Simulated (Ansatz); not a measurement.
CuAu:
```cif
data_AuCu
_chemical_formula_sum 'Au1 Cu1'
_space_group_name_H-M_alt 'P 1'
_space_group_IT_number 1
_cell_length_a 2.87722
_cell_length_b 2.87722
_cell_length_c 3.62434
_cell_angle_alpha 90.000
_cell_angle_beta 90.000
_cell_angle_gamma 90.000
loop_
_space_group_symop_operation_xyz
  'x, y, z'
loop_
_atom_site_label
_atom_site_type_symbol
_atom_site_fract_x
_atom_site_fract_y
_atom_site_fract_z
_atom_site_occupancy
Au1 Au 0.00000 0.00000 0.00000 1
Cu1 Cu 0.50000 0.50000 0.50000 1
```

Relaxed with PBE.

Question: Decompose the optical modes at the zone centre into irreducible representations, and say which are infrared and Raman allowed.

Answer: Point group 4/mmm: Γ_opt = A2u + Eu. Infrared: A2u, Eu. Raman: none.

Question: Assign frequencies (DFPT, the program Ansatz at the PBE level (PAW)).

Answer: Eu 139, A2u 185 cm⁻¹.

Space group P4/mmm (L1₀ or tetragonal B2). The PBE relaxation kept the symmetry of its start; of distortions, only those at the zone centre were tested. No spin polarisation was allowed. As this level gives no gap, phonon frequencies hold no LO–TO term and depend on the k-mesh and smearing (Fermi–Dirac, 0.1 eV here). Scalar-relativistic: spin–orbit coupling is off unless named, which matters more the heavier the elements.

Potentials: the later of the program's two PAW sets.
